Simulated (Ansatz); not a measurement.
The start is a generated trial cell of W in the fcc structure type. The structure is fully relaxed (lattice and positions, P = 0) with r2SCAN (plane waves to 500 eV, PAW, scalar-relativistic; Ansatz, an electronic-structure program). The first steps use a coarse 14×14×14 k-mesh.

Starting cell:
```
W
1.0
    0.00000     1.99067     1.99067
    1.99067     0.00000     1.99067
    1.99067     1.99067     0.00000
W
1
Direct
  0.00000   0.00000   0.00000
```

Problem. What pressure does the first self-consistent step give?

Solution. +8.4 GPa (positive: the cell is compressed).

Problem. How much energy is released per atom?

Solution. 0.01 eV/atom.

Problem. How does the volume change?

Solution. +2.7 %, from 15.78 to 16.21 Å³/atom.

Problem. How do the shortest distances between atoms change?

Solution. The closest pairs of elements (up to four, under 3.6 Å), start → end: W–W 2.82 → 2.84 Å.

Problem. What band gap does the relaxed structure have at this level?

Solution. Zero (metallic).

Problem. Write out the relaxed structure.

Solution. 
Space group Fm-3m (No. 225); a = b = c = 4.0173 Å, α = β = γ = 90.00°

```csv
atom,site,symmetry,x,y,z
W,4a,m-3m,0.0000,0.0000,0.0000
```
(The calculation used a cell of 1 atom; values per cell refer to that cell.)

The space group stays Fm-3m (No. 225) (the run could not lower it); the end is fcc (Cu type), with 1 atom in the primitive cell. Final values are on a 20×20×20 k-mesh of the relaxed cell. No spin polarisation in the result.

The run could not lose the symmetry of its start, so the end can be a saddle point.

The relaxed structure here is a generated cell of W: the first start was made by placing the elements on the sites of a structure type, and the end was not matched to a known phase here, so it may be hypothetical. Known forms of W include space group No. 229.
